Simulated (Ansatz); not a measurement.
PbS (rock salt, Fm-3m), PBE in the plane-wave PAW code Ansatz. The conduction-band minimum lies at L, with 4 equivalent valleys. Second derivatives d²E/dk² of the lowest band at one valley (eV·Å²), along Cartesian directions:

```json
[
 {"direction": "[100]", "d²E/dk²": "48.47"},
 {"direction": "[010]", "d²E/dk²": "48.47"},
 {"direction": "[001]", "d²E/dk²": "48.47"},
 {"direction": "[110]", "d²E/dk²": "49.03"},
 {"direction": "[101]", "d²E/dk²": "48.06"},
 {"direction": "[011]", "d²E/dk²": "48.06"}
]
```

Find the principal effective masses, the density-of-states mass and the conductivity mass.

Off-diagonal terms follow from H_xy = H[110] − (H_xx + H_yy)/2, and m*/mₑ = 7.620 eV·Å² over each eigenvalue: 0.15, 0.16, 0.16. One valley's DOS mass (m₁m₂m₃)^(1/3) = 0.16, conductivity mass 3/(Σ 1/mᵢ) = 0.16 mₑ.

What effective density of states Nc follows at 300 K for parabolic valleys?

Nc = 2.509e19 × 4 × (0.16)^(3/2) ≈ 6.4e18 cm⁻³.

The cell was relaxed with PBE under the symmetry of its start. Scalar-relativistic: spin–orbit coupling is off unless named, which matters more the heavier the elements.

Potentials: the later of the program's two PAW sets.

Edges and masses are those of Kohn–Sham bands, whose gap is no quasiparticle gap.
